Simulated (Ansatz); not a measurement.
The start is a generated cell, TaAs built in the CrB structure type. A full variable-cell relaxation at zero pressure is run with PBEsol (plane waves to 420 eV, PAW, scalar-relativistic; Ansatz, an electronic-structure program). The first steps use a coarse 6×6×6 k-mesh.

Initial structure:
```yaml
crystal:
  lattice:
    - [2.16165, -5.71223, 0.00000]
    - [2.16165, 5.71223, 0.00000]
    - [0.00000, 0.00000, 4.26000]
  atoms:
    - { symbol: As, position: [0.56400, 0.43600, 0.75000] }
    - { symbol: As, position: [0.43600, 0.56400, 0.25000] }
    - { symbol: Ta, position: [0.85475, 0.14525, 0.75000] }
    - { symbol: Ta, position: [0.14525, 0.85475, 0.25000] }
```

**Question.** By how much does the energy per atom fall from start to end?

**Answer.** 2.00 eV/atom.

**Question.** Is the relaxed structure metallic? Give its gap.

**Answer.** No gap (metallic).

The space group stays Cmcm (No. 63) (the run could not lower it), with 4 atoms in the primitive cell. Final values are on a 15×15×11 k-mesh of the relaxed cell. No spin polarisation in the result.

The run could not lose the symmetry of its start: the end is stationary, and may be a saddle point rather than a minimum.

The relaxed structure here is a generated cell of TaAs: the first start was made by placing the elements on the sites of a structure type, and the end was not matched to a known phase here, so it may be hypothetical. Known forms of TaAs include space group No. 109.
